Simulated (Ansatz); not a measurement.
Relaxation of a generated trial cell of Ge2W; 6 atoms in the cell, which starts as Cmcm (No. 63), oS12; a = 8.435 Å, b = 4.783 Å, c = 4.658 Å, α = β = γ = 90.00°. Computed with r2SCAN (plane waves to 500 eV, PAW, scalar-relativistic; Ansatz, a quantum-chemistry and plane-wave program). Γ-centred k-mesh 8×8×7 on the run's cell, Fermi–Dirac smearing 0.05 eV. This is the first round of the run. 

The optimiser's lines from the output (shortened; P is positive under compression):

```
relax step   1: F+E_penalty+E_count = -38004.86664210 eV  Δ(F+E_penalty+E_count) = +0.000e0 eV  max|allowed force component| = 1.030e0 eV/Å  Δτ_max = 0.0000 Å  P = -6.949 GPa  Ω = 93.977 Å³  (7 SCF iters, dr2 threshold 1.00e-7 eV, accepted)
relax step   2: F+E_penalty+E_count = -38005.34471113 eV  Δ(F+E_penalty+E_count) = -4.781e-1 eV  max|allowed force component| = 7.686e-1 eV/Å  Δτ_max = 0.1704 Å  P = +6.765 GPa  Ω = 87.933 Å³  (8 SCF iters, dr2 threshold 6.00e-7 eV, accepted)
relax step   3: F+E_penalty+E_count = -38005.45312702 eV  Δ(F+E_penalty+E_count) = -1.084e-1 eV  max|allowed force component| = 2.175e-1 eV/Å  Δτ_max = 0.0371 Å  P = -1.980 GPa  Ω = 91.183 Å³  (7 SCF iters, dr2 threshold 6.00e-7 eV, accepted)
relax step   4: F+E_penalty+E_count = -38005.46550590 eV  Δ(F+E_penalty+E_count) = -1.238e-2 eV  max|allowed force component| = 2.536e-2 eV/Å  Δτ_max = 0.0106 Å  P = +0.298 GPa  Ω = 90.229 Å³  (6 SCF iters, dr2 threshold 6.00e-7 eV, accepted)
relax step   5: F+E_penalty+E_count = -38005.46564153 eV  Δ(F+E_penalty+E_count) = -1.356e-4 eV  max|allowed force component| = 8.796e-4 eV/Å  Δτ_max = 0.0010 Å  P = -0.008 GPa  Ω = 90.358 Å³  (4 SCF iters, dr2 threshold 5.23e-7 eV, accepted)
relax step   6: F+E_penalty+E_count = -38005.46402336 eV  Δ(F+E_penalty+E_count) = +1.618e-3 eV  max|allowed force component| = 1.112e-3 eV/Å  Δτ_max = 0.0000 Å  P = -0.018 GPa  Ω = 90.358 Å³  stress off target by 2.52e-2 GPa  SCF on the basis re-selected at this cell (its energy is not comparable with the rows above)  (7 SCF iters)
relax step   7: F+E_penalty+E_count = -38005.46402954 eV  Δ(F+E_penalty+E_count) = -6.183e-6 eV  max|allowed force component| = 1.881e-4 eV/Å  Δτ_max = 0.0001 Å  P = +0.002 GPa  Ω = 90.348 Å³  (4 SCF iters, dr2 threshold 1.58e-9 eV, accepted)
relax step   8: F+E_penalty+E_count = -38005.46402415 eV  Δ(F+E_penalty+E_count) = +5.389e-6 eV  max|allowed force component| = 1.857e-4 eV/Å  Δτ_max = 0.0000 Å  P = +0.002 GPa  Ω = 90.348 Å³  stress off target by 4.86e-3 GPa  SCF on the basis re-selected at this cell (its energy is not comparable with the rows above)  (4 SCF iters)
```

From the first to the last row the energy changes by -0.10 eV/atom and the volume by -3.9 %. The last row is marked as not comparable with the walk above it, whose basis was carried along; it does compare with step 1, since both stand on a basis selected at the nominal cutoff for their own cell.

Later rounds, restarted from the end of this one on a renewed k-mesh, logged 4 more steps and released under 0.01 eV/atom more. The final structure after all rounds: I4/mmm (No. 139), tI6, AFLOW prototype AB2_tI6_139_a_e (C11_b, as in Si2Mo); a = 3.322 Å, b = 3.322 Å, c = 8.185 Å, α = 90.00°, β = 90.00°, γ = 90.00°. Between re-selections the logged energies stand on a plane-wave basis carried along with the cell. No spin polarisation in the result.

The run could not lose the symmetry of its start.

The first start was generated by placing the elements on the sites of a structure type. A measured structure of Ge2W has the same space group, I4/mmm (No. 139); the sites were not compared with it.
